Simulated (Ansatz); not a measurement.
GaN (zinc blende)

```xyz
2
Lattice="0.0000 2.2490 2.2490 2.2490 0.0000 2.2490 2.2490 2.2490 0.0000" Properties=species:S:1:pos:R:3 pbc="T T T"
N      3.3734     3.3734     3.3734
Ga     0.0000     0.0000     0.0000
```

The slice is a {100} plane (indices of the conventional cell) through the point (0.750, 0.750, 0.750) (fractional), spanned by u = [100] and v = [0 1 -1] in vectors of this cell: u (3.18 Å) and v (3.18 Å, at 90° to u). It covers one period; positions are fractions (u, v).

These are r2SCAN (plane waves to 500 eV, PAW, scalar-relativistic; Ansatz, a first-principles code) values and carry that method's errors. k mesh 13×13×13. These are valence fields of a PAW run, semicore shells included where kept as valence: close to a nucleus they are smooth pseudo fields. GaN was relaxed with its symmetry unable to fall.

### Question
Sketch the electrostatic potential energy of an electron, from the cell's mean on this plane as a map.

### Answer
```
v \ u  0.00  0.10  0.20  0.30  0.40  0.50  0.60  0.70  0.80  0.90
-----  ----  ----  ----  ----  ----  ----  ----  ----  ----  ----
0.90      x     x     x   5.0   4.2   3.2   4.1   5.0     x     x
0.80      x     x   5.2   6.3   5.4   4.7   5.4   6.3   5.2     x
0.70    4.3   5.1   6.3   6.6   6.2   6.0   6.2   6.6   6.3   5.1
0.60    3.5   4.2   5.4   6.2   6.5   6.5   6.5   6.2   5.4   4.1
0.50    2.4   3.2   4.7   6.0   6.5   6.7   6.5   6.0   4.7   3.2
0.40    3.5   4.2   5.4   6.2   6.5   6.5   6.5   6.2   5.4   4.1
0.30    4.3   5.1   6.3   6.6   6.2   6.0   6.2   6.6   6.3   5.1
0.20      x     x   5.2   6.3   5.4   4.7   5.4   6.3   5.2     x
0.10      x     x     x   5.0   4.2   3.2   4.1   5.0     x     x
0.00      x     x     x   4.4   3.5   2.4   3.5   4.4     x     x
```

Values: electrostatic potential energy of an electron, from the cell's mean, in eV. Points within 0.8 Å of a nucleus are blanked (x), as the pseudised field means little there. The zero, the cell's mean, hangs on the PAW cores.
